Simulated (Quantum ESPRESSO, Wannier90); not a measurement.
**SnTePbSe (R3m), plane waves to Wannier functions**

```xyz
4
Lattice="-2.2369 3.8745 0.0000 -4.4739 0.0000 0.0000 -2.2369 1.2915 7.3073" Properties=species:S:1:pos:R:3 pbc="T T T"
Sn     2.2369    -1.2915     3.5500
Te     2.2369    -1.2915    -1.8819
Pb     0.0000     0.0000     0.1152
Se    -2.2369     1.2915     1.8701
```

Materials Project entry mp-1218892; symmetrised, unrelaxed at this level. Not found in the COD (Crystallography Open Database) copy used; not checked further. Computed values, not measurements, from PBEsol: Quantum ESPRESSO (norm-conserving PseudoDojo potentials, cutoff 69 Ry, spinors with spin-orbit coupling) on a Γ-centred 4×4×4 mesh, then Wannier90. Density: 8×8×8 mesh, cold smearing 0.01 Ry. With spin-orbit coupling a semilocal functional can close or falsely invert a small gap; the band order was not checked against a better method. The gap is small at this level and was sampled on the meshes and a path alone.

A tight-binding model is made by disentanglement and projection with no localisation steps (num_iter = 0), so the 32 orbitals stay atom-like: hydrogen-like Sn: s;p; Te: s;p; Pb: s;p; Se: s;p, axes along x, y, z; frozen window up to 4.11 eV relative to the valence-band maximum. It follows pw.x to 15 meV rms for states up to 1.1 eV relative to the valence-band maximum. Matrix elements depend on this choice of orbitals and windows.

Q: What are the on-site energies relative to the valence-band maximum, and how fast do the hoppings decay?

A: 
```
atom         orbitals  energy (eV)
----  ---------------  -----------
Sn1             s↑ s↓        -5.67
Sn1           pz↑ pz↓         1.12
Sn1   px↑ px↓ py↑ py↓         1.20
Te2             s↑ s↓        -9.99
Te2           pz↑ pz↓        -0.86
Te2   px↑ px↓ py↑ py↓        -0.88
Pb3             s↑ s↓        -7.21
Pb3           pz↑ pz↓         1.27
Pb3   px↑ px↓ py↑ py↓         1.23
Se4             s↑ s↓       -11.96
Se4           pz↑ pz↓        -1.30
Se4   px↑ px↓ py↑ py↓        -1.33
```

```csv
distance of the centres (Å),largest modulus (eV)
2–3,0.97
3–4,1.1
4–5,0.30
5–6,0.037
6–7,0.20
```

Effective spin-orbit constants λ of λ L·S, from the same-site elements px↑–py↑ (λ/2) and dx2-y2↑–dxy↑ (λ), where they are among the larger elements: Pb3 p 1.0 eV.
